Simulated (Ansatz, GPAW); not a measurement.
# SnTe3: 3 runs at one level of theory

```
CELL_PARAMETERS angstrom
0.00000 3.86122 3.86122
3.86122 0.00000 3.86122
3.86122 3.86122 0.00000
ATOMIC_POSITIONS crystal
Te 0.50000 0.50000 0.50000
Te 0.75000 0.75000 0.75000
Te 0.25000 0.25000 0.25000
Sn 0.00000 0.00000 0.00000
```

The cell comes from a database or a generator and needn't be the stable form of this composition.

Alike in all runs: task band structure; functional LDA; k mesh 6 × 6 × 6; occupations fermi-dirac, width 0.05 eV; no spin polarisation; no spin-orbit coupling. LDA stands for any of its common fits. Pressure is positive in compression and, in plane waves, holds the error of the finite cutoff, which Ansatz's Pulay term estimates and takes out.

```csv
program and potentials,plane-wave cutoff (eV),notes,pressure (GPa)
"Ansatz, Ansatz PAW",420,"potentials made for PBE, which Ansatz adapts in part; 15.5 valence electrons an atom on average",?
"Ansatz, all-electron LAPW, scalar-relativistic",-,-,-3.76
"GPAW, the program's PAW data sets (release 1.2.1) made for this functional",600,8 valence electrons an atom on average,-4.19
```

Question: Estimate from the other rows what the run with Ansatz, Ansatz PAW gave.

Answer: Pressure -3.78 GPa. Its pressure holds a Pulay term of +0.04 GPa. The other rows, which needn't bracket it: pressure -4.19 to -3.76.
